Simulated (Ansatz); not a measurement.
Li (bcc (W type)), relaxed and computed with several functionals in Ansatz (plane waves, PAW).

```
functional  a (Å)  B₀ by P(V) fit (GPa)
----------  -----  --------------------
PBEsol      3.434                  13.7
PBE         3.435                  13.9
r²SCAN+D4   3.473                  13.2
LDA         3.362                  15.1
PBE+D3(BJ)    [?]                   [?]
r²SCAN      3.477                  13.1
```

Q: Fill in the missing entries.

A: 
- PBE+D3(BJ), a (Å): 3.322
- PBE+D3(BJ), B₀ by P(V) fit (GPa): 15.6

All cells were relaxed under the symmetry of their starts (and spin orders); stability against distortions was not tested throughout.

Potentials: the later of the program's two PAW sets.

Ansatz (a first-principles code) is a plane-wave DFT program.
